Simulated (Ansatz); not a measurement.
Compressing InAg$_{3}$: a fit and a missing row

InAg$_{3}$, Pm-3m, a = 4.186 Å. The structure is a COD entry; whether it is the stable form wasn't checked. Ansatz: r2SCAN, PAW, 500 eV, Γ-centred 10×10×10 mesh on 4 atoms, Gaussian smearing 0.10 eV; no spin polarisation. Symmetry fixes shape and atoms, so the cell is only scaled; pressure is positive in compression.

```tsv
V (Å³/atom)	P (GPa)
16.138	17.03
16.688	11.39
17.238	6.76
17.788	?
18.338	0.00
18.889	-2.44
19.439	-4.42
20.172	-6.56
```

Task: Take V0 = 18.338 Å³/atom, fit the third-order Birch–Murnaghan form to the other rows, and predict the missing pressure.

Result: With the Eulerian strain f = ½[(V0/V)^(2/3) − 1] and y = P/[3f(1 + 2f)^(5/2)], the form is the line y = B0 + 1.5 B0 (B0′ − 4) f. Rows (f, y): 0.04447, 103.2; 0.03244, 100.0; 0.02105, 96.6; -0.00977, 87.5; -0.01906, 85.2; -0.03078, 83.3. Means f = 0.006392, y = 92.633; Σ(Δf)² = 0.004634, ΣΔfΔy = 1.271; the slope is their ratio. y = 90.88 + 274.4 f GPa, so B0 = 90.9 GPa and B0′ = 4 + 2 × (274.4)/(3 × 90.88) = 6.01. At V = 17.788, f = 0.01025, y = 93.69 and P = 3.03 GPa. The run gave 3.01 GPa, so the fit is 0.02 GPa too high, within the rms miss on the fitted rows (0.03 GPa).